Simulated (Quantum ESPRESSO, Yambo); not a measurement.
**G0W0 results for C**

```cif
data_C4
_chemical_formula_sum 'C4'
_space_group_name_H-M_alt 'P 1'
_space_group_IT_number 1
_cell_length_a 8.40413
_cell_length_b 8.40413
_cell_length_c 8.40413
_cell_angle_alpha 16.876
_cell_angle_beta 16.876
_cell_angle_gamma 16.876
loop_
_space_group_symop_operation_xyz
  'x, y, z'
loop_
_atom_site_label
_atom_site_type_symbol
_atom_site_fract_x
_atom_site_fract_y
_atom_site_fract_z
_atom_site_occupancy
C1 C 0.91283 0.91283 0.91283 1
C2 C 0.08717 0.08717 0.08717 1
C3 C 0.24615 0.24615 0.24615 1
C4 C 0.75385 0.75385 0.75385 1
```

The geometry is that of Materials Project entry mp-2516584, symmetrised and not relaxed again.

Starting point: norm-conserving PBEsol (Quantum ESPRESSO, 82 Ry, scalar-relativistic). G0W0 in Yambo: 6×6×6 Γ-centred k mesh, 79 bands and a 8 Ry block in the screening, 79 bands in G with the Bruneval-Gonze terminator, plasmon pole fitted at 27.2 eV.

PBEsol gap along the band path: 0.07 eV
PBEsol gap between the mesh's edge points ((0.167, -0.5, -0.167) → (0, 0.333, -0.333)): 0.19 eV
G0W0 gap between the same points: 0.39 eV
PBEsol smallest direct gap on the mesh (at (0.167, -0.5, -0.167)): 0.19 eV
G0W0 direct gap at that point: 0.39 eV
estimate of the fundamental G0W0 gap (path gap plus the correction; the mesh misses a band edge): 0.27 eV

| k point | band | E PBEsol (eV) | E QP (eV) | shift (eV) | Z |
|---|---|---|---|---|---|
| Γ | VB | -2.90 | -3.23 | -0.33 | 0.77 |
| Γ | CB | 3.22 | 2.80 | -0.42 | 0.83 |
| L | VB | -2.11 | -2.25 | -0.14 | 0.76 |
| L | CB | 1.52 | 1.79 | 0.27 | 0.78 |
| (0, 0.333, -0.333) | VB | 0.00 | 0.04 | 0.04 | 0.77 |
| (0, 0.333, -0.333) | CB | 0.19 | 0.43 | 0.24 | 0.77 |
| F | VB | -2.18 | -2.33 | -0.15 | 0.76 |
| F | CB | 1.61 | 1.90 | 0.29 | 0.78 |
| (0.167, -0.5, -0.167) | VB | 0.00 | 0.04 | 0.04 | 0.77 |
| (0.167, -0.5, -0.167) | CB | 0.19 | 0.43 | 0.24 | 0.77 |
| Z | VB | -2.90 | -3.23 | -0.33 | 0.77 |
| Z | CB | 4.45 | 4.06 | -0.39 | 0.82 |

Energies count from the PBEsol valence-band maximum.

Convergence of the G0W0 settings was not tested.

This is not the ordinary phase of the substance.

The distance between layers or molecules is the database entry's, not relaxed here. Functionals without dispersion can leave it too large, which widens gaps and weakens the response across layers: the numbers belong to this cell.
